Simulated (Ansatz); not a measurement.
Se (trigonal-Se type, space group P3_121)

```
Se
1.0
    9.06910     0.00000     0.00000
   -2.26727     3.92703     0.00000
    4.53455     0.00000     5.04146
Se
6
Direct
  0.69240   0.00000   0.83333
  0.19240   0.00000   0.83333
  0.91667   0.21814   0.16667
  0.41667   0.21814   0.16667
  0.14093   0.78186   0.50000
  0.64093   0.78186   0.50000
```

The atoms are displaced by Q × the pattern below (from a DFPT mode at L = (0.5, 0.0, 0.5), largest move 1; Q in Å), at fixed cell. (q is in reciprocal vectors of the primitive cell; the cell shown is doubled to hold the pattern.)

```csv
atom,x,y,z
Se1,0.026,0.395,0.918
Se2,-0.026,-0.395,-0.918
Se3,-0.317,-0.183,0.903
Se4,0.317,0.183,-0.903
Se5,0.355,-0.175,0.918
Se6,-0.355,0.175,-0.918
```

The numbers are results of PBE (plane waves to 420 eV, PAW, scalar-relativistic; Ansatz, a quantum-chemistry and plane-wave program), not measurements. k mesh 8×8×8 (Γ-centred), Fermi-Dirac smearing 0.05 eV. The energy includes the smearing's −TS. Se was relaxed with its symmetry unable to fall. ΔE is measured from the undisplaced structure.

```
Q (Å)   ΔE (meV/cell)
------  -------------
-0.100            315
-0.067            135
-0.033             33
0.000               0
0.033              33
0.067             135
0.100             315
```

**Question.** Which DFPT wavenumber at L = (0.5, 0.0, 0.5) belongs to this mode?
A. 69 cm⁻¹
B. 111 cm⁻¹
C. 224 cm⁻¹
D. 186 cm⁻¹

**Answer.** D, 186 cm⁻¹. The curvature of the scan gives 186 cm⁻¹

(A displaced cell: forces are minus the slopes of the energy, force constants its curvatures, and phonons follow from these.)
